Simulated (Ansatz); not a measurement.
Ga3Sb2As: computed properties

Computed with Ansatz 0.2.0, DFT PBE, scalar-relativistic, plane waves, PAW.

Cutoff 420 eV; k points 12×12×12 on the computed 6-atom cell (Γ-centred); Gaussian smearing, width 0.10 eV; no spin polarisation.

The structure is relaxed at this level of theory with its symmetry kept, and needn't be the ground state of this composition.

Space group I-4m2 (No. 119), tetragonal, a = 4.287 Å, c = 18.181 Å. Around Ga on a site of symmetry 2mm lie 2 As at 2.55 Å and 2 Sb at 2.66 Å; Ga on a site of symmetry -4m2 has 4 Sb at 2.66 Å; Sb is surrounded by 4 Ga at 2.66 Å; As has 4 Ga at 2.55 Å.

| Quantity | Value |
| --- | --- |
| Volume per atom | 27.84 Å³ |
| Formation energy from the elements' standard states (uncorrected) | -0.203 eV/atom |
| Kohn–Sham band gap | zero, with almost no states at the Fermi level |
| Density of states at the Fermi level | 0.0 states/eV per cell |
| Orbital (Löwdin) character within 0.5 eV of the Fermi level | Sb 5p 46 %, Ga 4p 23 %, As 4p 17 %, Ga 4s 8 % |
| Bader charge by site (e) | Ga (2 in the cell) 0.49, Ga (1 in the cell) 0.32, Sb (2 in the cell) -0.33, As (1 in the cell) -0.64 |

Spin-orbit coupling is left out, which matters for the bands of heavy elements.

The cell was found from a structure generator's guess, not taken from experiment. Löwdin shares on free-atom orbitals overweight diffuse shells.
